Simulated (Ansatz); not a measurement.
A relaxation computed with Ansatz, from input to last step.

```yaml
crystal:
  lattice:
    - [-1.9808376093, 1.9808376093, 4.6800841726]
    - [1.9808376093, -1.9808376093, 4.6800841726]
    - [1.9808376093, 1.9808376093, -4.6800841726]
  atoms:
    - { symbol: Ca, position: [0.0, 0.0, 0.0] }
    - { symbol: P, position: [0.6289150585, 0.6289150585, 0.0] }
    - { symbol: P, position: [0.3710849415, 0.3710849415, 0.0] }
    - { symbol: Ru, position: [0.75, 0.25, 0.5] }
    - { symbol: Ru, position: [0.25, 0.75, 0.5] }
basis:
  ecutwfc: 500
kpoints:
  mp_grid: { grid: [12, 12, 12] }
hamiltonian:
  xc: r2scan
scf:
  occupations: { method: gaussian, width: 0.1 }
output:
  forces: true
  stress: true
  eigenvalues: true
relax:
  adjacent_minimum: "off"
  f_tol: 0.01
  max_steps: 30
  cell: { stress_tol: 0.1, fix: [volume] }
```

```bash
ansatz run input.yaml --threads 2 --pin off --max-ram 5120MiB --backend cpu --events-out ev --progress --plain --runs-dir out
```

All numbers below come from DFT r2SCAN, scalar-relativistic, plane waves, PAW (Ansatz 0.2.0).

The volume is held at 0.91 times that of the relaxed cell.

Of 5 frames 4 are shown, positions in Å and forces in eV/Å; the SCF threshold varies from step to step. Steps run on the plane waves of an earlier cell, with a Pulay correction in the pressure. The basis is chosen afresh for the last frame, the zero of the energies, and at times for earlier ones too; energy and pressure can step there, also at an unchanged geometry. Where two frames share a geometry here, they differ by under 2 meV/atom and 0.3 GPa.

```xyz
5
Lattice="-1.9808 1.9808 4.6801 1.9808 -1.9808 4.6801 1.9808 1.9808 -4.6801" Properties=species:S:1:pos:R:3:forces:R:3 pbc="T T T" step=1 free_energy_over_end_meV_per_atom=2.35 pressure_GPa=14.56
Ca    0.0000    0.0000    0.0000    0.0000    0.0000    0.0000
P     0.0000    0.0000    5.8868    0.0000    0.0000   -0.4341
P     0.0000    0.0000    3.4734    0.0000    0.0000    0.4341
Ru    0.0000    1.9808    2.3400    0.0000    0.0000    0.0000
Ru    1.9808    0.0000    2.3400    0.0000    0.0000    0.0000
5
Lattice="-1.9844 1.9844 4.6635 1.9844 -1.9844 4.6635 1.9844 1.9844 -4.6635" Properties=species:S:1:pos:R:3:forces:R:3 pbc="T T T" step=2 free_energy_over_end_meV_per_atom=0.56 pressure_GPa=13.76
Ca    0.0000    0.0000    0.0000    0.0000    0.0000    0.0000
P     0.0000    0.0000    5.8559    0.0000    0.0000   -0.2200
P     0.0000    0.0000    3.4711    0.0000    0.0000    0.2200
Ru    0.0000    1.9844    2.3317    0.0000    0.0000    0.0000
Ru    1.9844    0.0000    2.3317    0.0000    0.0000    0.0000
5
Lattice="-1.9873 1.9873 4.6495 1.9873 -1.9873 4.6495 1.9873 1.9873 -4.6495" Properties=species:S:1:pos:R:3:forces:R:3 pbc="T T T" step=3 free_energy_over_end_meV_per_atom=0.00 pressure_GPa=13.01
Ca    0.0000    0.0000    0.0000    0.0000    0.0000    0.0000
P     0.0000    0.0000    5.8279    0.0000    0.0000    0.0154
P     0.0000    0.0000    3.4711    0.0000    0.0000   -0.0154
Ru    0.0000    1.9873    2.3247    0.0000    0.0000    0.0000
Ru    1.9873    0.0000    2.3247    0.0000    0.0000    0.0000
5
Lattice="-1.9875 1.9875 4.6486 1.9875 -1.9875 4.6486 1.9875 1.9875 -4.6486" Properties=species:S:1:pos:R:3:forces:R:3 pbc="T T T" step=5 free_energy_over_end_meV_per_atom=0.00 pressure_GPa=13.05
Ca    0.0000    0.0000    0.0000    0.0000    0.0000    0.0000
P     0.0000    0.0000    5.8276    0.0000    0.0000   -0.0037
P     0.0000    0.0000    3.4696    0.0000    0.0000    0.0037
Ru    0.0000    1.9875    2.3243    0.0000    0.0000    0.0000
Ru    1.9875    0.0000    2.3243    0.0000    0.0000    0.0000
```

The run took 39 s on 2 threads of AMD EPYC 9R45 (Zen 5) (shared host), peak memory 1 GiB.